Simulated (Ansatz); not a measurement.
A plane-wave DFT run in Ansatz 0.2.0 (scalar-relativistic PAW potentials unless the input names others): input and command.

```yaml
crystal:
  lattice:
    - [1.3424508682, 0.7750643701, 4.0859268346]
    - [-1.3424508682, 0.7750643701, 4.0859268346]
    - [0.0, -1.5501287402, 4.0859268346]
  atoms:
    - { symbol: Li, position: [0.0, 0.0, 0.0] }
    - { symbol: Mg, position: [0.5, 0.5, 0.5] }
basis:
  ecutwfc: 420
kpoints:
  mp_grid: { grid: [18, 18, 18] }
hamiltonian:
  xc: r2scan
scf:
  occupations: { method: gaussian, width: 0.1 }
output:
  forces: true
  eigenvalues: true
  stress: true
```

```bash
ansatz run input.yaml --threads 1 --pin off --max-ram 1331MiB --backend cpu --events-out ev --progress --plain --runs-dir out
```

Abridged log:
```
Warning: basis.ecutwfc = 420 eV is below the records' recommended 500 eV, and the density's cutoff is lower with it unless basis.ecutrho_ratio is high enough to keep the records' density cutoff: compare with a run at a higher cutoff
Basis set: ecut = 420 eV, 517 PW (Γ), FFT grids on a1−a3, a2−a3, a3, exchange–correlation on 72×72×120 points (64 copies of the dense FFT grid, shifted against one another)
Bands: 11, of which v1, the nominal top of the filled ones, is band 7 counted from 1 (6 counted from 0)
Symmetry: 12 space group operations
k-points: 580 of 5832
SCF iter   1: F=—  HF=-2130.449536 eV  |F-HF|=—  |Δ(HF+E_count)|=         —  Δρ=7.18e-3  dr2=5.30e-3  dr2_τ=4.94e-3  ethr=1.77e-3  ⟨swp⟩=5.0  Hψ=38988  notcnv=0
SCF iter   2: F=—  HF=-2130.457325 eV  |F-HF|=—  |Δ(HF+E_count)|=   7.79e-3  Δρ=3.12e-3  dr2=2.09e-3  dr2_τ=4.21e-5  ethr=4.08e-5  ⟨swp⟩=2.0  Hψ=17207  notcnv=0  defer=193
SCF iter   3: F=—  HF=-2130.456991 eV  |F-HF|=—  |Δ(HF+E_count)|=   3.34e-4  Δρ=7.02e-4  dr2=2.63e-4  dr2_τ=4.14e-6  ethr=1.61e-5  ⟨swp⟩=2.8  Hψ=9771  notcnv=0  defer=193
SCF iter   4: F=—  HF=-2130.456922 eV  |F-HF|=—  |Δ(HF+E_count)|=   6.91e-5  Δρ=2.40e-4  dr2=6.81e-6  dr2_τ=6.47e-7  ethr=2.02e-6  ⟨swp⟩=1.8  Hψ=6714  notcnv=0  defer=193
SCF iter   5: F=—  HF=-2130.456931 eV  |F-HF|=—  |Δ(HF+E_count)|=   9.06e-6  Δρ=3.72e-5  dr2=8.59e-7  dr2_τ=1.28e-8  ethr=5.24e-8  ⟨swp⟩=2.0  Hψ=7085  notcnv=0  defer=193
SCF iter   6: F=-2130.456931 eV  HF=-2130.456931 eV  |F-HF|=1.24e-8  |Δ(HF+E_count)|=   6.99e-8  Δρ=8.89e-6  dr2=3.89e-8  dr2_τ=5.33e-10  ethr=7.69e-10  ⟨swp⟩=4.6  Hψ=26432  notcnv=0
SCF 1 converged in 6 iterations: F = -2130.456931 eV  dr2 = 3.89e-8
SCF converged after 6 iterations
Free energy (F): -2130.456931 eV
Harris-Foulkes:  -2130.456931 eV  (|F-HF|=1.24e-8)
Internal energy: -2130.454376 eV  (E = F + TS)
E sigma→0 (E₀):  -2130.455653 eV
Entropy (-TS):   -0.002555 eV (-1.277 meV/atom)
Fermi energy:    7.198682 eV
--- Forces (eV/Å), atoms counted from 1 ---
  atom   1  Li     0.00000000     0.00000000     0.00000000
  atom   2  Mg     0.00000000     0.00000000     0.00000000
--- Stress (GPa, compression-positive) ---
       32.064429       0.000000       0.000000
        0.000000      32.064429       0.000000
        0.000000       0.000000      31.918454
  P = ⅓ Tr σ = 32.0158 GPa (320.158 kbar)
```

Apart from outputs, empty bands and the relaxation, which only the reference makes, the input differs from a reference run on usual settings in hamiltonian.xc: "pbesol" → "r2scan". The reference, at the same geometry, ended its own course with pressure 30.00 GPa, largest force 0.000 eV/Å, no gap on the mesh. This run converged in 6 SCF iterations with a total energy on another zero, pressure 32.02 GPa, largest force 0.000 eV/Å, no gap on the mesh. Its cutoff is looser than usual. The Hamiltonian differs as well, so the change in the result can't be put down to that alone.

Time: 30 s on 1 thread of Arm Neoverse N1 (shared host), peak memory 0.52 GiB.